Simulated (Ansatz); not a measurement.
The relaxed structure here is a generated cell of TiB2: the first start was made by placing the elements on the sites of a structure type, and the end was not matched to a known phase here, so it may be hypothetical. Known forms of TiB2 include space group No. 191.

The end point of a relaxation of TiB2. Space group I4₁/amd (No. 141). The numbers are results of PBE (plane waves to 420 eV, PAW, scalar-relativistic; Ansatz, a program for electronic structure), not measurements.

Space group I4₁/amd, origin choice 1 (No. 141); a = 3.111 Å, b = 3.111 Å, c = 10.541 Å, α = 90.00°, β = 90.00°, γ = 90.00°

```csv
atom,site,symmetry,x,y,z
B,8e,2mm.,0.0000,0.0000,0.4170
Ti,4a,-4m2,0.0000,0.0000,0.0000
```
(The calculation used a cell of 6 atoms; values per cell refer to that cell.)

```yaml
volume_per_atom: 8.50 Å³
band_gap: no gap (metallic)
shortest_distances: B–B 1.75 Å; B–Ti 2.35 Å; Ti–Ti 3.06 Å
k-mesh: 20×20×20
```

Band energies at high-symmetry points (eV from the Fermi level; labels of this space group; no spin-orbit coupling), from −5 eV up to 2.4 eV:

```tsv
point	energies
Γ	-3.23 -3.23 -2.65 -2.21 -2.21 -2.13 -1.47 1.47 2.01 2.21
X	-4.89 -4.89 -3.97 -3.97 -3.03 -3.03
P	-4.88 -4.88 -4.01 -4.01 -3.00 -3.00
N	-4.29 -4.23 -4.07 -1.87 -1.01 -0.92 0.59 0.82 1.59
M	-3.15 -3.15 -2.33 -2.33 -2.16 -2.16 1.73 1.73 2.30 2.30
S	-4.06 -3.02 -2.55 -1.65 -0.39 0.68 0.93 1.92
S0	-4.06 -3.02 -2.55 -1.65 -0.39 0.68 0.93 1.92
R	-4.88 -4.88 -3.95 -3.95 -2.98 -2.98
```

No spin polarisation in the result.

The run could not lose the symmetry of its start; a randomly shaken copy of 12 atoms returns to this structure.
